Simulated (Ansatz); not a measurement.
Input:

TaSi2:
Space group P6₂22 (No. 180); a = b = 4.7814 Å, c = 6.5553 Å, α = β = 90.00°, γ = 120.00°

| atom | site | symmetry | x | y | z |
|---|---|---|---|---|---|
| Ta | 3d | 222 | 0.5000 | 0.0000 | 0.5000 |
| Si | 6j | ..2 | 0.3164 | 0.1582 | 0.1667 |

This is the r²SCAN-relaxed structure.

**Question.** All from DFT-r²SCAN in the program Ansatz with PAW potentials, unless another level is named. Predict the electronic character.

**Answer.** metallic (no gap).

**Question.** Next, the density of states at the Fermi level?

**Answer.** 0.32 states/eV per atom (mean over ±0.08 eV).

**Question.** Next, the formation energy from the elements (no fitted shifts)?

**Answer.** -456 meV/atom.

Space group P6_222. Symmetry was held in the r²SCAN relaxation. No spin polarisation was allowed. The references are the lowest solids computed at this level, not always the standard phases. Scalar-relativistic: spin–orbit coupling is off unless named, which matters more the heavier the elements.

Potentials: the earlier of the program's two PAW sets.
